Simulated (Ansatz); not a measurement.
**Eigenvalues along a path: PbO2**

```
CELL_PARAMETERS angstrom
0.00000 2.45492 2.45492
2.45492 0.00000 2.45492
2.45492 2.45492 0.00000
ATOMIC_POSITIONS crystal
Pb 0.00000 0.00000 0.00000
O 0.25000 0.25000 0.25000
O 0.75000 0.75000 0.75000
```

The base volume is that of a database entry, with shape and atoms relaxed on PAW files at held volume, so it needn't be at zero pressure; the structure needn't be the stable phase, at rest or compressed.

Level of theory: DFT with PBEsol, scalar-relativistic, in Ansatz 0.2.0; a Γ-centred 12×12×12 k mesh, Fermi–Dirac smearing of 0.05 eV, no spin polarisation. LAPW: all electrons, basis error target 1 meV/atom.

This run: volume at 0.75 of the series' base cell.

Spin–orbit coupling is left out, which matters for the heavy atoms. The structure type is held throughout; the real material can change phase at far lower pressure.

Path points, in fractions of the reciprocal vectors: Γ (0.000, 0.000, 0.000), X (0.500, 0.000, 0.500), U (0.625, 0.250, 0.625), K (0.375, 0.375, 0.750), L (0.500, 0.500, 0.500), W (0.500, 0.250, 0.750). The distance column jumps between branches of the path. Levels in eV from the Fermi level; bands 19 to 35, counted from the lowest band of the run. The gap is zero, the pressure 69.1 GPa.

```
# k(1/Å) point b19 b20 b21 b22 b23 b24 b25 b26 b27 b28 b29 b30 b31 b32 b33 b34 b35
0.000 Γ -21.55 -16.64 -16.64 -16.64 -16.47 -15.86 -15.86 -2.57 -2.57 -2.57 -2.15 -2.15 -2.15 -0.36 7.36 7.36 7.36
0.213 - -21.43 -17.47 -16.60 -16.60 -15.89 -15.85 -15.61 -3.31 -3.13 -3.13 -2.48 -1.84 -1.84 0.59 6.81 7.80 7.80
0.427 - -21.08 -18.27 -16.48 -16.48 -15.95 -15.82 -14.69 -5.14 -4.07 -4.07 -2.22 -1.47 -1.47 1.81 5.96 8.96 8.96
0.640 - -20.53 -18.94 -16.31 -16.31 -16.05 -15.78 -13.88 -6.98 -5.09 -5.09 -1.82 -1.09 -1.09 2.65 5.59 10.48 10.48
0.853 - -19.88 -19.43 -16.17 -16.12 -16.12 -15.73 -13.24 -8.59 -5.97 -5.97 -1.37 -0.74 -0.74 2.89 6.09 12.00 12.00
1.066 - -19.73 -19.30 -16.29 -15.97 -15.97 -15.70 -12.84 -9.74 -6.57 -6.57 -1.00 -0.49 -0.49 2.85 7.17 10.88 13.14
1.280 X -19.83 -19.05 -16.35 -15.91 -15.91 -15.69 -12.70 -10.17 -6.79 -6.79 -0.85 -0.39 -0.39 2.81 8.05 9.77 13.58
1.355 - -19.83 -19.06 -16.34 -15.91 -15.88 -15.69 -12.74 -10.17 -6.77 -6.76 -0.86 -0.43 -0.41 2.85 8.11 9.74 13.53
1.431 - -19.82 -19.09 -16.33 -15.92 -15.80 -15.71 -12.86 -10.17 -6.71 -6.67 -0.92 -0.53 -0.45 2.94 8.28 9.65 13.40
1.506 - -19.80 -19.14 -16.31 -15.93 -15.72 -15.67 -13.05 -10.17 -6.61 -6.53 -1.08 -0.62 -0.53 3.09 8.54 9.52 13.20
1.581 - -19.77 -19.19 -16.28 -15.95 -15.74 -15.51 -13.29 -10.14 -6.47 -6.37 -1.35 -0.66 -0.63 3.28 8.87 9.37 12.97
1.657 - -19.75 -19.24 -16.24 -15.97 -15.77 -15.32 -13.58 -10.09 -6.31 -6.18 -1.69 -0.75 -0.68 3.49 9.21 9.25 12.74
1.732 U -19.74 -19.29 -16.20 -16.00 -15.80 -15.11 -13.89 -10.00 -6.11 -5.98 -2.07 -0.89 -0.69 3.69 9.05 9.64 12.55
2.516 K -19.74 -19.29 -16.20 -16.00 -15.80 -15.11 -13.89 -10.00 -6.11 -5.98 -2.07 -0.89 -0.69 3.69 9.05 9.64 12.55
2.742 - -19.77 -19.35 -16.11 -16.11 -15.88 -14.82 -14.47 -9.48 -5.36 -5.35 -3.22 -1.35 -0.75 4.03 8.56 10.66 12.44
2.968 - -20.04 -19.22 -16.25 -16.13 -15.93 -15.47 -14.05 -8.53 -4.66 -4.48 -4.05 -1.79 -0.90 3.85 7.83 10.98 11.00
3.194 - -20.52 -18.87 -16.40 -16.29 -15.94 -15.75 -14.09 -7.13 -4.27 -3.92 -3.60 -2.14 -1.14 3.25 7.05 9.53 10.32
3.421 - -21.04 -18.29 -16.52 -16.47 -15.91 -15.83 -14.65 -5.42 -3.85 -3.16 -2.84 -2.39 -1.45 2.19 6.72 8.35 9.05
3.647 - -21.42 -17.51 -16.61 -16.60 -15.88 -15.86 -15.55 -3.62 -3.12 -2.54 -2.53 -2.33 -1.82 0.73 7.01 7.60 7.85
3.873 Γ -21.55 -16.64 -16.64 -16.64 -16.47 -15.86 -15.86 -2.57 -2.57 -2.57 -2.15 -2.15 -2.15 -0.36 7.36 7.36 7.36
4.058 - -21.46 -17.34 -16.62 -16.62 -15.87 -15.87 -15.73 -3.36 -2.76 -2.76 -2.41 -2.09 -2.09 0.47 7.15 7.58 7.58
4.243 - -21.20 -18.00 -16.56 -16.56 -15.87 -15.87 -14.96 -4.73 -3.14 -3.14 -2.92 -2.02 -2.02 1.75 6.92 8.21 8.21
4.427 - -20.84 -18.49 -16.49 -16.49 -15.86 -15.86 -14.37 -5.96 -3.59 -3.59 -3.58 -2.00 -2.00 2.89 6.97 9.14 9.14
4.612 - -20.50 -18.73 -16.44 -16.44 -15.82 -15.82 -14.08 -6.79 -4.25 -4.01 -4.01 -2.00 -2.00 3.76 7.26 10.22 10.22
4.797 - -20.32 -18.71 -16.42 -16.42 -15.77 -15.77 -14.08 -7.14 -4.77 -4.30 -4.30 -2.00 -2.00 4.31 7.53 11.18 11.18
4.981 L -20.28 -18.65 -16.42 -16.42 -15.75 -15.75 -14.14 -7.21 -4.99 -4.40 -4.40 -2.00 -2.00 4.51 7.63 11.59 11.59
5.132 - -20.23 -18.73 -16.39 -16.33 -15.76 -15.72 -14.16 -7.54 -5.03 -4.50 -4.21 -1.90 -1.88 4.46 7.71 11.52 11.70
5.283 - -20.11 -18.94 -16.31 -16.18 -15.77 -15.56 -14.20 -8.24 -5.36 -4.49 -3.91 -1.63 -1.56 4.33 7.90 11.32 12.00
5.434 - -19.92 -19.17 -16.20 -16.13 -15.80 -15.24 -14.27 -9.01 -5.92 -4.28 -3.75 -1.39 -1.07 4.16 8.16 11.11 12.28
5.585 - -19.73 -19.36 -16.13 -16.07 -15.82 -14.87 -14.36 -9.66 -6.46 -4.03 -3.72 -1.21 -0.59 4.02 8.43 10.93 11.66
5.735 - -19.58 -19.48 -16.15 -15.95 -15.84 -14.59 -14.45 -10.09 -6.84 -3.83 -3.74 -1.12 -0.25 3.94 8.66 10.81 11.02
5.886 W -19.52 -19.52 -16.16 -15.90 -15.85 -14.49 -14.49 -10.24 -6.99 -3.75 -3.75 -1.09 -0.14 3.92 8.76 10.77 10.77
5.993 - -19.61 -19.42 -16.18 -15.91 -15.83 -14.86 -14.09 -10.24 -6.97 -4.51 -2.97 -1.07 -0.15 3.83 8.83 10.13 11.41
6.100 - -19.69 -19.32 -16.22 -15.91 -15.79 -15.20 -13.69 -10.22 -6.94 -5.22 -2.21 -1.04 -0.19 3.61 9.04 9.52 12.03
6.206 - -19.75 -19.22 -16.27 -15.91 -15.75 -15.49 -13.32 -10.21 -6.89 -5.84 -1.51 -0.99 -0.24 3.32 8.96 9.30 12.62
6.313 - -19.80 -19.13 -16.31 -15.91 -15.72 -15.71 -13.00 -10.19 -6.84 -6.34 -0.93 -0.93 -0.31 3.06 8.49 9.54 13.11
6.420 - -19.82 -19.07 -16.34 -15.91 -15.86 -15.70 -12.78 -10.17 -6.80 -6.67 -0.87 -0.53 -0.37 2.88 8.16 9.71 13.45
6.526 X -19.83 -19.05 -16.35 -15.91 -15.91 -15.69 -12.70 -10.17 -6.79 -6.79 -0.85 -0.39 -0.39 2.81 8.05 9.77 13.58
```
